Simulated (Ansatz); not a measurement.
## Computed properties of Si

Si (hcp (Mg type), space group No. 194), a = 2.6400 Å, b = 2.6400 Å, c = 4.5581 Å, α = 90.00°, β = 90.00°, γ = 120.00°.

Space group P6_3/mmc (No. 194), hcp (Mg type); conventional cell a = b = 2.6400 Å, c = 4.5581 Å, α = β = 90.00°, γ = 120.00°.

Method: r²SCAN (plane waves, PAW; program Ansatz). The cell and atoms are relaxed at this level. Other levels are named where they apply.

**Cell and energy**

- Volume per atom: 13.76 Å³
- Density: 3.39 g/cm³

**Electronic structure**

Electronic character: metallic (no gap)
Density of states at the Fermi level: 0.35 states/eV per atom (mean over ±0.08 eV)

**Mechanics**

- Bulk modulus (Birch–Murnaghan fit): 91.3 GPa
- Pressure derivative B′: 4.7

The start of the workflow was typed in or built on a structure type; the Crystallography Open Database copy checked does not list it. It is not the phase usual at ambient conditions (space group No. 227). The cell was relaxed with r²SCAN under the symmetry of its start; whether a distortion lowers the energy is not shown. On the denser mesh and wider smearing of the elastic run this cell carries a stress of 0.3 GPa.

Potentials: the earlier of the program's two PAW sets.
